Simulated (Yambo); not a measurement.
A G0W0@PBEsol run in Yambo for RhCuO2 (space group R-3m, No. 166) (4×4×4 Γ-centred k mesh, bands 9 to 101 and a 8 Ry block in the screening, 101 bands in G with the Bruneval-Gonze terminator, plasmon pole fitted at 27.2 eV) gives these matrix elements, in eV, at the band edges (F → (0.25, -0.5, -0.5)):

```csv
state,E0,<Vxc>,<Σx>,<Σc(E0)>,Z
valence edge,0.000,-25.664,-30.741,5.072,0.752
conduction edge,1.180,-23.219,-19.294,-2.983,0.770
```

**Question.** Solve the linearised quasiparticle equation for both states, give the gap, and say how exchange and correlation each act on it.

**Answer.** E = E0 + Z(Σx + Σc − Vxc). Valence: 0.000 + 0.752 × (-30.741 + (5.072) − (-25.664)) = 0.00 eV. Conduction: 1.180 + 0.770 × (-19.294 + (-2.983) − (-23.219)) = 1.90 eV. The gap is 1.91 eV, against 1.18 eV in PBEsol. Replacing Vxc by bare exchange alone would open it by 9.00 eV; correlation takes back 8.06 eV of that, and Z scales what is left. Convergence of the G0W0 settings was not tested. Oxides, nitrides and fluorides with a shallow 3d shell are known to need far more bands and larger blocks. The mesh misses a band edge: along a dense path the PBEsol gap is 0.68 eV against 1.18 eV on the mesh. Spin-orbit splittings are left out. The 3d shell has no Hubbard U; the runs are without spin polarisation, and magnetic order was not tried.

Geometry relaxed with PBEsol; primitive cell a = 5.910 Å, b = 5.910 Å, c = 5.910 Å, α = 30.12°, β = 30.12°, γ = 30.12°.
